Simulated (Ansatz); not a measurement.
Relaxed candidate structures of Ti2O3:

A. C2/m (No. 12), mS20; a = 10.8687 Å, b = 2.8977 Å, c = 6.8404 Å, α = γ = 90.00°, β = 107.10°; Ti 4i (0.336, 0.500, 0.157); Ti 4i (0.142, 0.500, 0.333); O 4i (0.196, 0.000, 0.160); O 4i (0.153, 0.000, 0.536); O 4i (0.467, 0.000, 0.203)

B. P2₁/m (No. 11), mP10; a = 4.992 Å, b = 2.928 Å, c = 7.562 Å, α = 90.00°, β = 104.27°, γ = 90.00°; Ti 2e (0.163, 0.250, 0.658); Ti 2e (0.237, 0.250, 0.018); O 2e (0.943, 0.250, 0.171); O 2e (0.217, 0.750, 0.505); O 2e (0.484, 0.750, 0.155)

C. R-3c, hexagonal axes (No. 167), hR10, corundum type; a = b = 5.0387 Å, c = 13.8814 Å, α = β = 90.00°, γ = 120.00°; Ti 12c (0.000, 0.000, 0.155); O 18e (0.312, 0.312, 0.750)

Question: Put the candidates in order of energy per atom, lowest first, for PBEsol (plane waves to 420 eV, PAW, scalar-relativistic; Ansatz, an electronic-structure program).

Answer: C (reference, the lowest among the structures calculated here), A (+0.05 eV/atom), B (+0.10 eV/atom)

Each run could gain symmetry but not lose that of its start, so entries can be saddle points. From databases, or of a type measured for this composition: P2₁/m, mP10; R-3c, hR10, corundum type; the others are generated cells (placed on structure types, drawn at random, substituted or restacked) that were not matched to a known phase here. Static energies at zero pressure. Each cell has its own k-point mesh; energy differences are given only to the digits this allows. No spin polarisation in the result. No Hubbard U is applied.
